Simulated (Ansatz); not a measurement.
An elastic tensor (GPa, Voigt order, standard axes) from LDA in the plane-wave PAW code Ansatz:

```
824  191  191  0.0  0.0  0.0
191  824  191  0.0  0.0  0.0
191  191  824  0.0  0.0  0.0
0.0  0.0  0.0  475  0.0  0.0
0.0  0.0  0.0  0.0  475  0.0
0.0  0.0  0.0  0.0  0.0  475
```

**Question.** Which of these materials gives this?
(A) BN, zinc blende
(B) AlN, rock salt
(C) AlN, zinc blende
(D) CuCl, zinc blende

**Answer.** A, BN, zinc blende

Space group F-43m (zinc blende). The cell was relaxed with LDA under the symmetry of its start; phonons on a q-mesh show no instability.

Potentials: the later of the program's two PAW sets.
